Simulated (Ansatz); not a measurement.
A geometry of Ti3Al away from equilibrium: the start of the relaxation of a generated cell, Ti3Al built in the D019 structure type. Computed with r2SCAN (plane waves to 500 eV, PAW, scalar-relativistic; Ansatz, a quantum-chemistry and plane-wave program). Γ-centred k-mesh 7×7×7 on the run's cell (coarser than for final values), Fermi–Dirac smearing 0.05 eV.

```xyz
8
Lattice="5.9530 0.0000 0.0000 -2.9765 5.1555 0.0000 0.0000 0.0000 4.7748" Properties=species:S:1:pos:R:3:forces:R:3 pbc="T T T" free_energy=-16108.793 pressure_GPa=-9.3
Ti     2.9765     3.4975     1.1937    0.0000   -0.8601    0.0000
Ti    -1.5406     4.3265     3.5811    0.7449   -0.4301    0.0000
Ti     1.4359     0.8290     1.1937    0.7449    0.4301    0.0000
Ti     0.0000     1.6580     3.5811    0.0000    0.8601    0.0000
Ti     4.5172     0.8290     1.1937   -0.7449    0.4301    0.0000
Ti     1.5406     4.3265     3.5811   -0.7449   -0.4301    0.0000
Al     0.0000     3.4370     1.1937    0.0000    0.0000    0.0000
Al     2.9765     1.7185     3.5811    0.0000    0.0000    0.0000
```

Positions in Å, forces in eV/Å, free energy of the cell in eV (comparable only within this code, potentials and settings). Largest force: 0.86 eV/Å, on Ti1, Ti2, Ti3, Ti4, Ti5, Ti6 (atoms numbered as listed); the geometry lies 0.09 eV/atom above the end of its relaxation.

No spin polarisation in the result.

The run could not lose the symmetry of its start.
